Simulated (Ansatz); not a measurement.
Ionic part of the dielectric constant of AlGa₃P₄, mode by mode

Method: DFT PBE, scalar-relativistic, plane waves, PAW (Ansatz 0.2.0). Settings: 420 eV plane-wave cutoff, Γ-centred 6×6×6 mesh, fixed occupations. No spin polarisation. Phonons by linear response, acoustic sum rule imposed.

Space group P-43m (No. 215), cubic, a = 5.507 Å. Around Al lie 4 P at 2.38 Å; Ga has 4 P at 2.39 Å; P has 1 Al at 2.38 Å and 3 Ga at 2.39 Å.

It was reached by relaxing an invented guess, and it needn't be the stable form of this composition.

The primitive cell has V = 167.03 Å³ and ε∞,yy = 9.954. Each polar mode adds Δε = (4.92064×10⁷/V)·S/ν² along y, with S its oscillator strength in e²/amu, ν in cm⁻¹ and V in Å³.

**Question.** From these modes, find each Δε and ε0,yy.
```csv
ν (cm⁻¹),S_yy (e²/amu)
121.29,0.00148
269.02,0.03144
338.76,0.5043
417.31,0.4808
```

**Answer.**
| ν (cm⁻¹) | Δε |
| --- | --- |
| 121.29 | 0.03 |
| 269.02 | 0.13 |
| 338.76 | 1.29 |
| 417.31 | 0.81 |

The sum is 2.26, so ε0,yy = 12.21; the run's tensor has 12.22.

**Question.** Where do the longitudinal modes lie for a wave vector along y?

**Answer.** At 121.43, 270.17, 355.54, 438.13 cm⁻¹. The Lyddane–Sachs–Teller product Π(ν_LO/ν_TO)² = 1.23 agrees with ε0/ε∞ = 1.23.
